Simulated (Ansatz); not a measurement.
MgMn₂P₂H₄O₁₀, one structure, two calculations

Cell: a computed structure from the Materials Project (it need not be an observed phase), taken as it stands.

```
CELL_PARAMETERS angstrom
5.21884 0.00000 0.00000
-1.29990 5.40849 0.00000
-2.38794 -2.30222 7.23621
ATOMIC_POSITIONS crystal
Mg 0.69351 0.92828 0.90862
Mn 0.04027 0.49700 0.48220
Mn 0.03293 0.54074 0.01321
H 0.55591 0.46925 0.69495
H 0.81469 0.69596 0.66502
H 0.43532 0.50091 0.30556
H 0.17436 0.22286 0.23382
P 0.29881 0.15322 0.79058
P 0.72147 0.87373 0.24718
O 0.59915 0.26538 0.94828
O 0.28366 0.86862 0.69985
O 0.44937 0.76419 0.06673
O 0.73704 0.13409 0.36528
O 0.29456 0.31717 0.65369
O 0.05411 0.16042 0.86163
O 0.73840 0.67449 0.35856
O 0.96122 0.90213 0.16053
O 0.22011 0.41698 0.26982
O 0.76477 0.62172 0.75662
```

Atoms are numbered from 1 in the order listed; like atoms form one site, named after its first atom.

First run. All values are calculated (Ansatz; DFT, PBE, plane waves and PAW, scalar-relativistic, collinear spin, 420 eV cutoff, Γ-centred 5×5×3 k-points, Fermi–Dirac smearing 0.02 eV), not measured. Start moments as typed (μB): 5 on each Mn, none on the rest.

```tsv
site	atom	V_zz (10²¹ V/m²)	η	m (μB)
Mg	1	-1.69	0.39	0.00
Mn2	2	5.75	0.43	4.05
Mn3	3	3.99	0.74	-4.12
H4	4	0.88	0.37	0.00
H6	6	1.96	0.11	0.00
P8	8	-1.06	0.74	0.00
P9	9	-2.27	0.83	0.00
O10	10	9.85	0.22	-0.02
O12	12	8.94	0.67	-0.03
O15	15	9.51	0.41	-0.02
O16	16	9.52	0.56	0.03
O17	17	8.02	0.35	-0.02
O18	18	-8.65	0.96	0.00
O19	19	11.32	0.71	-0.01
```

Second run. The same atoms and settings, except that the start moments (μB) are 0 -5 5 0 0 0 0 0 0 0 0 0 0 0 0 0 0 0 0 by atom.

Problem. Given the first result, estimate the second.

Solution. 

```json
{"site": "Mg", "atom": "1", "V_zz": "-1.69", "η": "0.39", "change of V_zz": "0.00", "m (μB)": "0.00"}
{"site": "Mn2", "atom": "2", "V_zz": "5.75", "η": "0.43", "change of V_zz": "0.00", "m (μB)": "-4.05"}
{"site": "Mn3", "atom": "3", "V_zz": "3.99", "η": "0.74", "change of V_zz": "0.00", "m (μB)": "4.12"}
{"site": "H4", "atom": "4", "V_zz": "0.88", "η": "0.37", "change of V_zz": "0.00", "m (μB)": "0.00"}
{"site": "H6", "atom": "6", "V_zz": "1.96", "η": "0.11", "change of V_zz": "0.00", "m (μB)": "0.00"}
{"site": "P8", "atom": "8", "V_zz": "-1.06", "η": "0.74", "change of V_zz": "0.00", "m (μB)": "0.00"}
{"site": "P9", "atom": "9", "V_zz": "-2.27", "η": "0.83", "change of V_zz": "0.00", "m (μB)": "0.00"}
{"site": "O10", "atom": "10", "V_zz": "9.85", "η": "0.22", "change of V_zz": "0.00", "m (μB)": "0.02"}
{"site": "O12", "atom": "12", "V_zz": "8.94", "η": "0.67", "change of V_zz": "0.00", "m (μB)": "0.03"}
{"site": "O15", "atom": "15", "V_zz": "9.51", "η": "0.41", "change of V_zz": "0.00", "m (μB)": "0.02"}
{"site": "O16", "atom": "16", "V_zz": "9.52", "η": "0.56", "change of V_zz": "0.00", "m (μB)": "-0.03"}
{"site": "O17", "atom": "17", "V_zz": "8.02", "η": "0.35", "change of V_zz": "0.00", "m (μB)": "0.02"}
{"site": "O18", "atom": "18", "V_zz": "-8.65", "η": "0.96", "change of V_zz": "0.00", "m (μB)": "0.00"}
{"site": "O19", "atom": "19", "V_zz": "11.32", "η": "0.71", "change of V_zz": "0.00", "m (μB)": "0.01"}
```

No V_zz moves by more than 0.01. The table leaves out 5 of the 19 sites, with |V_zz| up to 9.64; their tensors move by 0.01 at most along any direction. The statements above cover all sites.

The largest force is 0.4 eV/Å, so the atoms aren't at the calculated equilibrium and relaxing them would move these values. The lattice is static: at room temperature water may turn and average the couplings of its hydrogen. The magnetic order is the one that the run reached from its start moments, not necessarily the measured one.
For the first run: The moments were started parallel, and the run ended with some of them reversed. The program didn't check the stability of this electronic state in full, so a lower one may lie near.
